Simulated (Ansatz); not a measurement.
**Compressing KMnF₃: a fit and a missing row**

KMnF₃, Pm-3m, a = 4.181 Å. The structure is a COD entry; whether it is the stable form wasn't checked. Ansatz: PBEsol, PAW, 420 eV, Γ-centred 8×8×8 mesh on 5 atoms, Gaussian smearing 0.02 eV; collinear spin, largest moment 4.1 μB. Symmetry fixes shape and atoms, so the cell is only scaled; pressure is positive in compression.

| V (Å³/atom) | P (GPa) |
| --- | --- |
| 12.865 | ? |
| 13.304 | 8.11 |
| 13.742 | 4.92 |
| 14.181 | 2.24 |
| 14.620 | -0.03 |
| 15.058 | -1.94 |
| 15.497 | -3.55 |
| 16.082 | -5.31 |

Take V0 = 14.620 Å³/atom, count pressures from its P0 = -0.03 GPa, fit the third-order Birch–Murnaghan form to the other rows, and predict the missing pressure.

With the Eulerian strain f = ½[(V0/V)^(2/3) − 1] and y = (P − P0)/[3f(1 + 2f)^(5/2)], the form is the line y = B0 + 1.5 B0 (B0′ − 4) f. Rows (f, y): 0.03245, 71.5; 0.02108, 70.6; 0.01027, 70.0; -0.00974, 68.7; -0.01905, 67.9; -0.03078, 67.0. Means f = 0.0007050, y = 69.283; Σ(Δf)² = 0.003005, ΣΔfΔy = 0.2094; the slope is their ratio. y = 69.23 + 69.67 f GPa, so B0 = 69.2 GPa and B0′ = 4 + 2 × (69.67)/(3 × 69.23) = 4.67. At V = 12.865, f = 0.04450, y = 72.33 and P = 11.92 GPa. The run gave 11.91 GPa, so the fit is 0.01 GPa too high, a small miss on the scale of the series.

The cell holds one magnetic atom, so it can only be ferromagnetic; an antiferromagnetic order may lie lower.

Symmetry holds off the tilts and polar distortions that many cubic perovskites undergo.

Cost: 8 runs of about 2.5 core-minutes in all, on Arm Neoverse V2 (shared hosts).